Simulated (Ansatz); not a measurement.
**What a change of settings does: K (bcc type)**

First run: DFT, PBE, PAW with Ansatz's default frozen-core files, scalar-relativistic (Ansatz 0.2.0).

Command: `ansatz run input.yaml --threads 1 --pin off --max-ram 2048MiB --backend cpu --events-out ev --progress --plain --runs-dir out` It took 1.1 s on 1 thread of Arm Neoverse V2, with other jobs on the host, peak memory 0.27 GiB.

```yaml
crystal:
  lattice:
    - [-2.0967258123, 2.0967258123, 2.0967258123]
    - [2.0967258123, -2.0967258123, 2.0967258123]
    - [2.0967258123, 2.0967258123, -2.0967258123]
  atoms:
    - { symbol: K, position: [0.0, 0.0, 0.0] }
kpoints:
  mp_grid: { grid: [10, 10, 10] }
scf:
  occupations: { method: fermi_dirac, width: 0.1 }
hamiltonian:
  xc: pbe
  pseudopotentials: { kind: paw }
output:
  forces: true
  stress: true
  eigenvalues: true
  populations: true
  write_density: true
  write_potential: true
  elf: true
  volumetric_format: npy
```

The base cell comes from a relaxation on PAW files under the same functional, and the cell shown is scaled from it.

This run: volume at 0.5 of the series' base cell.

It converges in 6 SCF iterations at a pressure of 8.92 GPa, cutoff 420 eV.

The input is then changed:

```diff
   occupations: { method: fermi_dirac, width: 0.1 }
+  mixing: { algorithm: anderson, beta: 0.1 }
 hamiltonian:
   populations: true
-  write_density: true
-  write_potential: true
-  elf: true
-  volumetric_format: npy
```

Question: What does the second run give?

Answer: It converges in 7 SCF iterations at a pressure of 8.92 GPa, cutoff 420 eV, free energy 0.0 meV/atom against the first run's.
